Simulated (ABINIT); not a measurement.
ABINIT input for Pd, PBE with JTH PAW datasets:

```
pp_dirpath "./pseudo"
pseudos "Pd.GGA_PBE-JTH.xml"

acell 3*1.0 angstrom
rprim
    0.000000000000     1.958650000000     1.958650000000
    1.958650000000     0.000000000000     1.958650000000
    1.958650000000     1.958650000000     0.000000000000
ntypat 1
znucl 46
natom 1
typat 1
xred
    0.000000000000     0.000000000000     0.000000000000
tolsym 1e-5
chksymtnons 0
chkprim 0

ecut 22.5
pawecutdg 45
pawovlp 20
ngkpt 17 17 17
nshiftk 1
shiftk 0 0 0
nband 12
occopt 3
tsmear 0.003
tolvrs 1e-10
nstep 90

nucefg 2
quadmom 0.66
nucfc 1
prtwf 0
prtden 0
prteig 0
prtebands 0
prtgsr 0
```

The cell comes from the Materials Project (a computed structure). It is Pd in Fm-3m. Stability against distortions was not tested. The run has no spin polarisation.

Each row changes or adds one setting. The quadmom values are sizes without sign and don't touch the SCF cycle. The limit is 90 steps.  The run is metallic or nearly gapless at this level (smeared occupations).

```
setting typed    SCF steps  k-points  converged
---------------  ---------  --------  ---------
as in the input         27       165        yes
diemac = 40             39       165        yes
diemix = 0.2            32       165        yes
diemix = 1.0            24       165        yes
iscf = 2                42       165        yes
nline = 1               90       165         no
nline = 8               37       165        yes
npulayit = 12           53       165        yes
npulayit = 3            18       165        yes
```

Fewest SCF steps among converged rows: 18 (npulayit = 3); most steps: 90 (nline = 1). Steps of different solvers differ in work.
